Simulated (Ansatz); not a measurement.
Each is relaxed and computed with r²SCAN in the plane-wave PAW code Ansatz. Which is the only metal?
(A) AlN, rock salt
(B) CeSb, rock salt
(C) TePb, rock salt
(D) MgS, rock salt

B, CeSb, rock salt. CeSb: metal; AlN: gap 5.52 eV (indirect); MgS: gap 3.46 eV (indirect); TePb: gap 1.09 eV (direct). The 4f shell is in the valence, and the state reached may lie above the lowest one. Spin orders computed, not proven ground states: CeSb, rock salt ferromagnetic. Not the usual ambient phase: AlN, rock salt. Standing as an ambient phase not checked: CeSb, rock salt. All cells were relaxed under the symmetry of their starts (and spin orders); stability against distortions was not tested throughout. No Hubbard U is applied. Scalar-relativistic: spin–orbit coupling is off unless named, which matters more the heavier the elements.

Potentials: the later of the program's two PAW sets.
